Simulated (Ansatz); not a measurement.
CsSnI3: a ladder of calculations

Cell of run 1: a refined structure from the COD, taken as it stands.

```cif
data_CsSnI3
_symmetry_space_group_name_H-M 'Pnma'
_symmetry_Int_Tables_number 62
_cell_length_a 10.3495
_cell_length_b 4.7632
_cell_length_c 17.6840
_cell_angle_alpha 90.000
_cell_angle_beta 90.000
_cell_angle_gamma 90.000
loop_
_atom_site_label
_atom_site_type_symbol
_atom_site_symmetry_multiplicity
_atom_site_Wyckoff_symbol
_atom_site_fract_x
_atom_site_fract_y
_atom_site_fract_z
Cs Cs 4 c 0.9138 0.7500 0.6696
Sn Sn 4 c 0.3430 0.2500 0.5630
I9 I 4 c 0.5306 0.7500 0.6182
I13 I 4 c 0.1666 0.7500 0.5007
I17 I 4 c 0.2039 0.2500 0.7087
```

One atom of each set is listed.

Relaxed positions (PBE, cell held):

Cs (0.9144, 0.7500, 0.6705)
Sn (0.3415, 0.2500, 0.5610)
I9 (0.5318, 0.7500, 0.6151)
I13 (0.1632, 0.7500, 0.5003)
I17 (0.2018, 0.2500, 0.7111)

All runs are DFT with Ansatz 0.2.0 (plane waves and PAW, scalar-relativistic unless spin–orbit coupling is named, Γ-centred meshes, Fermi–Dirac smearing where given) in this cell.

Run 1: PBE, atoms as given; 420 eV, 3×6×2 k-points, smearing 0.02 eV.
Run 2: PBE, atoms relaxed; 420 eV, 3×6×2 k-points, smearing 0.02 eV.
Run 3: r2SCAN, at the relaxed atoms; 500 eV, 3×6×2 k-points, smearing 0.02 eV.

```csv
run,Cs V_zz (η),Sn V_zz (η),I9 V_zz (η),I13 V_zz (η),I17 V_zz (η)
1,3.50 (0.57),-5.79 (0.36),-9.08 (0.47),-22.2 (0.41),30.0 (0.30)
2,?,?,?,?,?
3,3.18 (0.88),-4.47 (0.42),-6.63 (0.65),-21.9 (0.43),28.1 (0.31)
```

V_zz in 10²¹ V/m².

(1) Estimate the row of run 2.

Results:

(1) Cs: 3.08 (0.87); Sn: -4.37 (0.46); I9: -6.45 (0.54); I13: -22.5 (0.41); I17: 28.2 (0.32). It lies nearest to run 3, from whose tensors on these sites it differs by 0.68 at most (largest principal value of the difference, on I13). Taken one at a time, the positions of the atoms (as given or relaxed) move the tensors on these sites by up to 2.71 (largest principal value of the change, on I9), the functional (r2SCAN with its higher cutoff) by 0.68 (I13).

Without spin–orbit coupling the gradients at and beside I can be off by some per cent, at some sites by more. With these PAW files V_zz is typically within 2 to 3 % of all-electron values, but misses above 10 % occur on I, Sn. Run 1: The values hang on the deposited positions: relaxing the atoms moves V_zz on Sn from -5.79 to -4.37, on I9 from -9.08 to -6.45.
